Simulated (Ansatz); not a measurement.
**HfO2: from a starting cell to a relaxed one**

The start is a generated cell, HfO2 built in the pyrite structure type. The cell and all atomic positions are relaxed at zero pressure with r2SCAN (plane waves to 500 eV, PAW, scalar-relativistic; Ansatz, a first-principles code). First-step values are on the input's coarse k-mesh.

Ansatz input (later rounds restart from its end on a renewed k-mesh):
Ansatz 0.2 input:
```yaml
crystal:
  lattice:
    - [4.973803, 0, 0]
    - [0, 4.973803, 0]
    - [0, 0, 4.973803]
  atoms:
    - { symbol: Hf, position: [0, 0, 0] }
    - { symbol: Hf, position: [0.5, 0.5, 0] }
    - { symbol: Hf, position: [0, 0.5, 0.5] }
    - { symbol: Hf, position: [0.5, 0, 0.5] }
    - { symbol: O, position: [0.3851, 0.3851, 0.3851] }
    - { symbol: O, position: [0.8851, 0.1149, 0.6149] }
    - { symbol: O, position: [0.6149, 0.8851, 0.1149] }
    - { symbol: O, position: [0.1149, 0.6149, 0.8851] }
    - { symbol: O, position: [0.6149, 0.6149, 0.6149] }
    - { symbol: O, position: [0.1149, 0.8851, 0.3851] }
    - { symbol: O, position: [0.3851, 0.1149, 0.8851] }
    - { symbol: O, position: [0.8851, 0.3851, 0.1149] }
basis: { ecutwfc: 500, ecutrho_ratio: 4, xc_grid: 4, fft_grid_basis: typed }
kpoints: { mp_grid: { grid: [4, 4, 4] } }
hamiltonian:
  xc: r2scan
  dispersion: none
  pseudopotentials: { kind: paw }
scf: { occupations: { method: fermi_dirac, width: 0.05 } }
relax: { f_tol: 0.01, max_steps: 100, cell: { stress_tol: 0.02 } }
output: { forces: true, stress: true }
```

Q: What pressure does the first self-consistent step give?

A: +28.7 GPa (positive: the cell is compressed).

Q: How much energy is released per atom?

A: 0.55 eV/atom.

Q: How does the volume per atom move from start to end?

A: +11.6 %, from 10.25 to 11.45 Å³/atom.

Q: How do the shortest distances between atoms change?

A: The closest pairs of elements (up to four, under 3.6 Å), start → end: O–O 1.98 → 2.72 Å; Hf–O 2.08 → 2.11 Å; Hf–Hf 3.52 → 3.65 Å.

Q: What band gap does the relaxed structure have at this level?

A: 4.41 eV, indirect (valence top at Γ, conduction bottom at R) (no spin-orbit coupling).

Q: Write out the relaxed structure.

A: 
```cif
data_Hf4O8
_chemical_formula_sum 'Hf4 O8'
_space_group_name_H-M_alt 'Pa-3'
_space_group_IT_number 205
_space_group_name_Hall '-P 2ac 2ab 3'
_cell_length_a 5.15983
_cell_length_b 5.15983
_cell_length_c 5.15983
_cell_angle_alpha 90.000
_cell_angle_beta 90.000
_cell_angle_gamma 90.000
loop_
_atom_site_label
_atom_site_type_symbol
_atom_site_symmetry_multiplicity
_atom_site_Wyckoff_symbol
_atom_site_fract_x
_atom_site_fract_y
_atom_site_fract_z
_atom_site_occupancy
Hf1 Hf 4 a 0.00000 0.00000 0.00000 1
O1 O 8 c 0.33251 0.33251 0.33251 1
```

The space group stays Pa-3 (No. 205) (the run could not lower it), with 12 atoms in the primitive cell. Final values are on a 5×5×5 k-mesh of the relaxed cell. No spin polarisation in the result.

The run could not lose the symmetry of its start, so the end can be a saddle point.

The relaxed structure here is a generated cell of HfO2: the first start was made by placing the elements on the sites of a structure type, and the end was not matched to a known phase here, so it may be hypothetical. Known forms of HfO2 include space group No. 14, 29, 137, 225.
